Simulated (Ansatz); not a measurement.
NaF:
```xyz
2
Lattice="0.0000 2.3147 2.3147 2.3147 0.0000 2.3147 2.3147 2.3147 0.0000" Properties=species:S:1:pos:R:3 pbc="T T T"
Na     0.0000     0.0000     0.0000
F      2.3147     2.3147     2.3147
```

Cartesian axes are those of the cell as given.

Problem. Give the high-frequency dielectric tensor and the Born effective charge tensors of the independent atoms from DFPT, plane-wave PAW PBEsol (Ansatz code).

Solution. 
ε∞:
```
1.90  0.00  0.00
0.00  1.90  0.00
0.00  0.00  1.90
```
Z* of atom 1 (Na), rows: field, columns: displacement, in e:
```
1.01  0.00  0.00
0.00  1.01  0.00
0.00  0.00  1.01
```
Z* of atom 2 (F), rows: field, columns: displacement, in e:
```
-1.01   0.00   0.00
 0.00  -1.01   0.00
 0.00   0.00  -1.01
```

Space group Fm-3m (rock salt). The cell was relaxed with PBEsol under the symmetry of its start.

Potentials: the later of the program's two PAW sets.
